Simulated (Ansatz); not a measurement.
The elements of this relaxed trial crystal are hidden behind letters.

```
lattice vectors (Å)
   4.0391    0.0000    0.0000
   0.0000    4.0391    0.0000
   0.0000    0.0000    4.0391
fractional positions
X 0.2602 0.2602 0.2602
X 0.7398 0.7398 0.2602
X 0.7398 0.2602 0.7398
X 0.2602 0.7398 0.7398
Z 0.0000 0.0000 0.0000
```

Method: Ansatz 0.2.0, DFT PBE, scalar-relativistic, plane waves, PAW. Settings of the last relaxation (5-atom cell): 420 eV, 10×10×10 k points, Gaussian smearing of 0.10 eV, no spin polarisation.

- Space group: P-43m (No. 215)
- Conventional cell: a = 4.039 Å
- Volume per atom: 13.18 Å³
- Density: 5.49 g/cm³
- Energy over the elements: −0.02 eV/atom
- Gap on the 10×10×10 mesh of the 5-atom cell: 0 eV (a metal)

Energies are uncorrected and count from the elements' standard states at the same level.

Question: X is a d-block element of period 4 and Z is a p-block element of period 2. Which elements are they?

Answer: X = V, Z = N, so the formula is V4N. Density times volume gives a mean mass of 5.49 × 13.18/1.6605 = 43.6 u per atom, and this set has 43.6 u. Among the elements that the hints allow, noble gases aside, only these give it. V has 1 N at 1.82 Å and 12 V at 2.74–2.97 Å; N is surrounded by 4 V at 1.82 Å.

Trial moments died out on the coarse mesh, so the last step has no spin; another magnetic start might hold. A structure relaxed within its symmetry needn't be a true minimum.
